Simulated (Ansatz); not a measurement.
AlPt$_{3}$C:
Space group Pm-3m (No. 221); a = 4.133 Å, b = 4.133 Å, c = 4.133 Å, α = 90.00°, β = 90.00°, γ = 90.00°

```tsv
atom	site	symmetry	x	y	z
Al	1a	m-3m	0.0000	0.0000	0.0000
Pt	3c	4/mm.m	0.0000	0.5000	0.5000
C	1b	m-3m	0.5000	0.5000	0.5000
```

Relaxed with PBEsol.

### Question
Which orbitals make up the states near the Fermi level in plane-wave PAW PBEsol (Ansatz code)?

### Answer
Within 0.5 eV of the Fermi level: Pt 5d 55 %, C 2p 17 %, Al 3p 10 %, Al 3s 9 %, Pt 6s 6 %. Projections are on Löwdin-orthogonalised atomic valence shells; empty p or d shells of many metals are not among them.

### Question
Tabulate the density of states.

### Answer
States/eV per cell of 5 atoms, in 0.25 eV bins, energy from the Fermi level.

```csv
E (eV),total,Pt 5d,Al 3p,C 2p
-7.85,1.49,0.63,0.08,0.49
-7.60,2.52,1.19,0.14,0.62
-7.35,3.85,1.97,0.12,0.63
-7.10,4.00,2.08,0.07,0.82
-6.85,2.78,1.61,0.07,0.78
-6.60,2.14,1.39,0.04,0.59
-6.35,2.80,1.98,0.14,0.51
-6.10,1.58,1.05,0.24,0.09
-5.85,3.52,2.45,0.54,0.13
-5.60,4.79,3.54,0.68,0.15
-5.35,7.38,5.62,1.01,0.28
-5.10,6.74,5.21,0.79,0.47
-4.85,5.03,3.94,0.44,0.43
-4.60,4.45,3.73,0.33,0.22
-4.35,5.51,4.99,0.29,0.06
-4.10,2.96,2.73,0.10,0.04
-3.85,6.24,5.70,0.21,0.11
-3.60,5.75,5.01,0.28,0.17
-3.35,6.09,5.02,0.35,0.24
-3.10,5.98,5.36,0.28,0.08
-2.85,5.69,5.39,0.08,0.08
-2.60,6.76,6.32,0.06,0.14
-2.35,5.75,5.32,0.11,0.06
-2.10,2.46,2.18,0.08,0.02
-1.85,1.93,1.75,0.03,0.02
-1.60,2.23,2.17,0.02,0.02
-1.35,2.85,2.79,0.01,0.02
-1.10,1.69,1.66,0.01,0.01
-0.85,1.10,0.85,0.13,0.07
-0.60,5.88,4.07,0.55,0.76
-0.35,2.96,1.94,0.31,0.44
-0.10,2.31,1.26,0.25,0.39
0.15,2.32,1.14,0.21,0.45
0.40,2.49,0.96,0.22,0.47
0.65,4.72,1.72,0.28,1.03
0.90,2.07,0.67,0.12,0.30
1.15,0.93,0.30,0.14,0.11
1.40,0.79,0.19,0.30,0.08
1.65,1.00,0.21,0.44,0.10
1.90,1.17,0.22,0.56,0.12
2.15,1.65,0.30,0.82,0.18
2.40,2.12,0.37,0.95,0.21
2.65,2.30,0.39,0.84,0.22
2.90,2.05,0.36,0.80,0.20
3.15,2.51,0.47,0.83,0.23
3.40,3.19,0.63,0.89,0.25
3.65,1.69,0.31,0.51,0.15
3.90,2.10,0.37,0.54,0.26
4.15,2.23,0.33,0.49,0.22
4.40,2.05,0.31,0.49,0.23
4.65,1.99,0.28,0.42,0.24
```

The start of the workflow was typed in or built on a structure type; neither database checked (COD, Materials Project) lists it. Its standing as an ambient phase is unchecked. The PBEsol relaxation kept the symmetry of its start. At this level the phase is dynamically unstable (imaginary phonons). The run is not spin-polarised. Its formation energy is positive at this level, so the cell may be metastable or incomplete. Spin–orbit coupling is left out wherever it is not named.

Potentials: the later of the program's two PAW sets.
